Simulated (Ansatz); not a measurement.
# Structure relaxation, SnO

The start is a generated trial cell of SnO in the PtS structure type. Cell shape, volume and atoms are optimised at zero target pressure with r2SCAN (plane waves to 500 eV, PAW, scalar-relativistic; Ansatz, a program for electronic structure). The first steps use a coarse 7×7×4 k-mesh.

Input geometry:
```
CELL_PARAMETERS angstrom
      3.33286     0.00000     0.00000
      0.00000     3.33286     0.00000
      0.00000     0.00000     5.86852
ATOMIC_POSITIONS crystal
  Sn 0.00000 0.50000 0.00000
  Sn 0.50000 0.00000 0.50000
  O  0.00000 0.00000 0.25000
  O  0.00000 0.00000 0.75000
```

Question: How much energy is released per atom?

Answer: 0.03 eV/atom.

Question: How does the volume per atom move from start to end?

Answer: -2.0 %, from 16.30 to 15.97 Å³/atom.

Question: What band gap does the relaxed structure have at this level?

Answer: No gap (metallic).

Question: What does it relax into? Give the structure.

Answer: 
Space group P4₂/mmc (No. 131); a = 3.1977 Å, b = 3.1977 Å, c = 6.2488 Å, α = 90.00°, β = 90.00°, γ = 90.00°

```
atom  site  symmetry       x       y       z
----  ----  --------  ------  ------  ------
Sn      2c      mmm.  0.0000  0.5000  0.0000
O       2e      -4m2  0.0000  0.0000  0.2500
```

The space group stays P4₂/mmc (No. 131) (the run could not lower it), with 4 atoms in the primitive cell. Final values are on a 10×10×6 k-mesh of the relaxed cell. No spin polarisation in the result.

The run could not lose the symmetry of its start: the end is stationary, and may be a saddle point rather than a minimum.

All atoms sit on sites fixed by symmetry, so only the cell could relax.

The relaxed structure here is a generated cell of SnO: the first start was made by placing the elements on the sites of a structure type, and the end was not matched to a known phase here, so it may be hypothetical. Known forms of SnO include space group No. 129.
